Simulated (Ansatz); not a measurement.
The start is a relaxed BeAu cell shaken by Gaussian noise of σ = 0.08 Å a coordinate. Cell shape, volume and atoms are optimised at zero target pressure with PBE (plane waves to 420 eV, PAW, scalar-relativistic; Ansatz, a first-principles code). The first steps use a coarse 9×9×4 k-mesh.

Starting cell:
```
BeAu
1.0
    3.50957     0.00000     0.00000
    0.00000     3.50957     0.00000
    0.00000     0.00000     8.73835
Au Be
4 4
Direct
  0.98649   0.02268   0.47594
  0.98821   0.97227   0.98123
  0.02870   0.45598   0.24393
  0.45986   0.97461   0.73141
  0.51114   0.50559   0.42054
  0.50028   0.51464   0.92526
  0.99027   0.46385   0.66778
  0.46810   0.99572   0.17588
```

- Initial pressure = +3.9 GPa (positive: the cell is compressed)
- Largest initial force = 2.91 eV/Å, on Au3 (atoms numbered as listed)
- Energy released = 0.13 eV/atom
- Volume change = -1.0 %, from 13.45 to 13.31 Å³/atom
- Relative to the parent = It does not go back: it reaches Pmm2 (No. 25), 0.08 eV/atom below the parent
- Band gap at the end = zero (metallic)
- Optimiser moves = 20

It ends as:

```cif
data_Au4Be4
_chemical_formula_sum 'Au4 Be4'
_space_group_name_H-M_alt 'Pmm2'
_space_group_IT_number 25
_space_group_name_Hall 'P 2 -2'
_cell_length_a 3.08799
_cell_length_b 8.18271
_cell_length_c 4.21515
_cell_angle_alpha 90.000
_cell_angle_beta 90.000
_cell_angle_gamma 90.000
loop_
_space_group_symop_operation_xyz
  'x, y, z'
  '-x, -y, z'
  '-x, y, z'
  'x, -y, z'
loop_
_atom_site_label
_atom_site_type_symbol
_atom_site_symmetry_multiplicity
_atom_site_Wyckoff_symbol
_atom_site_fract_x
_atom_site_fract_y
_atom_site_fract_z
_atom_site_occupancy
Au1 Au 2 g 0.00000 0.23899 0.91384 1
Au2 Au 1 d 0.50000 0.50000 0.19553 1
Au3 Au 1 a 0.00000 0.00000 0.41475 1
Be1 Be 2 h 0.50000 0.25101 0.46960 1
Be2 Be 1 c 0.50000 0.00000 0.92909 1
Be3 Be 1 b 0.00000 0.50000 0.62681 1
```

Final values are on a 15×6×11 k-mesh of the relaxed cell. No spin polarisation in the result.

The relaxed structure here is a generated cell of BeAu: the first start was made by a random draw of sites in a space group, and the end was not matched to a known phase here, so it may be hypothetical.
